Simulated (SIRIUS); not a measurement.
Set-up for a self-consistent single point of TiSi2 (Fddd, 6 atoms in the cell; from Materials Project mp-2582, changed as shown).

```xyz
6
Lattice="0.0000 4.0231 4.1651 2.3347 0.0000 4.1651 2.3347 4.0231 0.0000" Properties=species:S:1:pos:R:3 pbc="T T T"
Ti     2.3347     4.0231     4.1651
Ti     3.5020     6.0346     6.2477
Si     2.3347     6.7381     4.1651
Si     2.3347     1.3081     4.1651
Si     1.1673     3.3196     2.0826
Si     1.1673     0.7035     2.0826
```

Computed with LDA (PW92), GBRV LDA ultrasoft pseudopotentials (plane waves; SIRIUS).

SIRIUS settings:

| key | value |
|---|---|
| parameters.ngridk | 8 8 8 |
| parameters.xc_functionals | [XC_LDA_X, XC_LDA_C_PW] |
| parameters.gk_cutoff | 6.325 1/bohr |
| parameters.pw_cutoff | 14.143 1/bohr |
| parameters.smearing | fermi_dirac |
| parameters.smearing_width | 0.00367493 Ha |
| potentials | GBRV LDA ultrasoft pseudopotentials |
| parameters.electronic_structure_method | pseudopotential |
| parameters.num_bands | 24 |
| parameters.num_mag_dims | 0 |
| parameters.num_dft_iter | 100 |
| parameters.energy_tol | 1e-07 Ha |
| parameters.density_tol | 1e-06 |
| mixer.type | anderson |
| mixer.beta | 0.7 |
| mixer.use_hartree | false |

Results:

Number of valence electrons: 40
Number of bands: 24
Number of k-points after the program's reduction: 95
Number of plane waves (most at a k-point): 2274
Number of SCF iterations: 28
FFT grid: 54 × 45 × 45
Free energy E − TS: -3772.8914 eV
Fermi level (on the code's own zero): 13.38 eV
Pressure: 6.14 GPa
Largest force (vector length): 0.118 eV/Å

Forces (eV/Å):
```json
[
 {"atom": "Ti1", "Fx": "0.000", "Fy": "0.000", "Fz": "0.000"},
 {"atom": "Ti2", "Fx": "0.000", "Fy": "0.000", "Fz": "0.000"},
 {"atom": "Si3", "Fx": "0.000", "Fy": "-0.118", "Fz": "0.000"},
 {"atom": "Si4", "Fx": "0.000", "Fy": "0.118", "Fz": "0.000"},
 {"atom": "Si5", "Fx": "0.000", "Fy": "0.118", "Fz": "0.000"},
 {"atom": "Si6", "Fx": "0.000", "Fy": "-0.118", "Fz": "0.000"}
]
```

Stress (GPa, positive for compression):
```
6.11  0.00  0.00
0.00  4.71  0.00
0.00  0.00  7.61
```

For comparison: a first run was changed to give this one (lattice scaled by 0.98), and from it to this one the free energy goes up by 4.6 meV/atom, the pressure goes from -3.83 to 6.14 GPa and the largest force goes from 0.077 to 0.118 eV/Å.

The structure comes from a collection of computed structures, made at another level of theory; the collection holds predicted forms beside known ones. Its lattice was then scaled.

Cost on one core: roughly 6 core-minutes.
